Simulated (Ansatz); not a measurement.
GaAs in space group Pm-3n (No. 223; Ga on 6c, As on 6d), the program Ansatz at the r²SCAN level (PAW). The conduction-band minimum lies at Γ, with 1 equivalent valley. Second derivatives d²E/dk² of the lowest band at one valley (eV·Å²), along Cartesian directions:

| direction | d²E/dk² |
|---|---|
| [100] | 158.5 |
| [010] | 158.5 |
| [001] | 158.5 |
| [110] | 158.9 |
| [101] | 158.9 |
| [011] | 158.9 |

### Question
Find the principal effective masses, the density-of-states mass and the conductivity mass.

### Answer
Off-diagonal terms follow from H_xy = H[110] − (H_xx + H_yy)/2, and m*/mₑ = 7.620 eV·Å² over each eigenvalue: 0.048, 0.048, 0.048. One valley's DOS mass (m₁m₂m₃)^(1/3) = 0.048, conductivity mass 3/(Σ 1/mᵢ) = 0.048 mₑ.

### Question
What effective density of states Nc follows at 300 K for parabolic valleys?

### Answer
Nc = 2.509e19 × 1 × (0.048)^(3/2) ≈ 2.6e17 cm⁻³.

The start of the workflow was typed in or built on a structure type; neither database checked (COD, Materials Project) lists it. It is not the phase usual at ambient conditions (space group No. 216). The cell was relaxed with r²SCAN under the symmetry of its start; whether a distortion lowers the energy is not shown. The volume moved by 22 % from the start of the relaxation. Spin–orbit coupling is left out wherever it is not named.

Potentials: the earlier of the program's two PAW sets.

Edges and masses are those of Kohn–Sham bands, whose gap is no quasiparticle gap.
